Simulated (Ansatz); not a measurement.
Bi$_{2}$Pd: computed property card

Bi$_{2}$Pd:
```cif
data_Bi4Pd2
_chemical_formula_sum 'Bi4 Pd2'
_space_group_name_H-M_alt 'P 1'
_space_group_IT_number 1
_cell_length_a 5.64636
_cell_length_b 4.25928
_cell_length_c 6.70022
_cell_angle_alpha 108.482
_cell_angle_beta 102.314
_cell_angle_gamma 89.983
loop_
_space_group_symop_operation_xyz
  'x, y, z'
loop_
_atom_site_label
_atom_site_type_symbol
_atom_site_fract_x
_atom_site_fract_y
_atom_site_fract_z
_atom_site_occupancy
Bi1 Bi 0.68522 0.84317 0.68641 1
Bi2 Bi 0.31478 0.15683 0.31359 1
Bi3 Bi 0.20745 0.42634 0.85339 1
Bi4 Bi 0.79255 0.57366 0.14661 1
Pd1 Pd 0.16853 0.77599 0.55227 1
Pd2 Pd 0.83147 0.22401 0.44773 1
```

Space group C2/m (No. 12); conventional cell a = 12.709 Å, b = 4.259 Å, c = 5.646 Å, α = γ = 90.00°, β = 102.99°.

Method: plane-wave PAW PBEsol (Ansatz code). The cell and atoms are relaxed at this level. Other levels are named where they apply.

Cell and energy:

```json
{
 "volume_per_atom": "24.82 Å³",
 "density": "11.69 g/cm³",
 "Formation energy from the elements (no fitted shifts)": "-0.27 eV/atom"
}
```

Electronic structure:

```json
{
  "electronic_character": "metallic (no gap)",
  "Density of states at the Fermi level": "0.35 states/eV per atom (mean over ±0.08 eV)"
}
```

The workflow started from a Materials Project entry (that database holds measured and hypothetical structures alike); the Crystallography Open Database files this formula in space group No. 12, but the cells were not matched. Its standing as an ambient phase is unchecked. The cell was relaxed with PBEsol under the symmetry of its start; whether a distortion lowers the energy is not shown. The run is not spin-polarised. Point labels and valley counts follow the cell and symmetry of the run, lower than the named group. Axis ratios of metals converge slowly with the k-mesh, so a and c are less sure than the volume. The references are the lowest solids computed at this level, not always the standard phases. Spin–orbit coupling is left out wherever it is not named.

Potentials: the later of the program's two PAW sets.
